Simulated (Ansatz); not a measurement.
The relaxed structure here is a generated cell of B6P: the first start was made by a random draw of sites in a space group, and the end was not matched to a known phase here, so it may be hypothetical.

One starting cell of B6P (a randomly generated symmetric cell of B6P (space group No. 23)) was relaxed twice with Ansatz (plane waves, PAW, scalar-relativistic): with r2SCAN at 500 eV and with PBE at 420 eV. The r2SCAN result:

```
CELL_PARAMETERS angstrom
     -1.95518     2.59010     2.92047
      1.95518    -2.59010     2.92047
      1.95518     2.59010    -2.92047
ATOMIC_POSITIONS crystal
  B  0.50000 0.50000 0.00000
  B  0.00000 0.00000 0.00000
  B  0.56535 0.74500 0.82035
  B  0.92464 0.74500 0.17965
  B  0.43465 0.25500 0.17965
  B  0.07536 0.25500 0.82035
  P  0.00000 0.50000 0.50000
```

```json
[
 {"quantity": "space group", "r2SCAN": "Immm", "PBE": "Immm"},
 {"quantity": "volume (Å³/atom)", "r2SCAN": "8.45", "PBE": "[?]"},
 {"quantity": "a (Å)", "r2SCAN": "3.910", "PBE": "[?]"},
 {"quantity": "b (Å)", "r2SCAN": "5.180", "PBE": "[?]"},
 {"quantity": "c (Å)", "r2SCAN": "5.841", "PBE": "[?]"},
 {"quantity": "gap (eV, no spin-orbit coupling)", "r2SCAN": "0.00", "PBE": "[?]"}
]
```

**Question.** What does PBE give for the same quantities?

**Answer.** 
- volume (Å³/atom), PBE: 8.48
- a (Å), PBE: 3.914
- b (Å), PBE: 5.179
- c (Å), PBE: 5.853
- gap (eV, no spin-orbit coupling), PBE: 0.00

Both levels end in the same structure; PBE's volume is within 0.5 % of r2SCAN's. Neither column is exact.

No spin polarisation in the result. The relaxed primitive cell holds an odd number of electrons. A magnetic state may lie lower.

The run could not lose the symmetry of its start, so the end can be a saddle point.

Ansatz is a quantum-chemistry and plane-wave program.
